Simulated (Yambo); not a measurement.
Sr2H3I (space group P-3m1, No. 164), G0W0@PBEsol (Yambo, plasmon pole, terminator in G, 3×3×2 mesh): gap A → K in eV by bands and screening block.

```json
[
 {"bands (W and G)": "43", "2 Ry": "3.56", "3 Ry": "3.60", "5 Ry": "3.64", "6 Ry": "3.66", "8 Ry": "[?]"},
 {"bands (W and G)": "74", "2 Ry": "[?]", "3 Ry": "[?]", "5 Ry": "3.59", "6 Ry": "3.63", "8 Ry": "3.65"},
 {"bands (W and G)": "113", "2 Ry": "3.41", "3 Ry": "3.47", "5 Ry": "3.59", "6 Ry": "3.64", "8 Ry": "3.68"},
 {"bands (W and G)": "163", "2 Ry": "3.40", "3 Ry": "3.46", "5 Ry": "3.58", "6 Ry": "3.65", "8 Ry": "3.70"},
 {"bands (W and G)": "214", "2 Ry": "3.40", "3 Ry": "3.45", "5 Ry": "3.57", "6 Ry": "3.65", "8 Ry": "3.72"}
]
```

Q: Estimate the withheld gaps from their neighbours; the computed values follow.

A: 
- 43, 8 Ry: 3.67
- 74, 2 Ry: 3.44
- 74, 3 Ry: 3.50

The largest settings aren't shown to be the converged limit.

Spin-orbit coupling is not included.

Geometry of the Materials Project entry, not relaxed at this level; primitive cell a = 4.243 Å, b = 4.243 Å, c = 7.683 Å, α = 90.00°, β = 90.00°, γ = 120.00°.

The structure is a Materials Project entry; no match was found in the copy of COD used, and its stability was not checked.
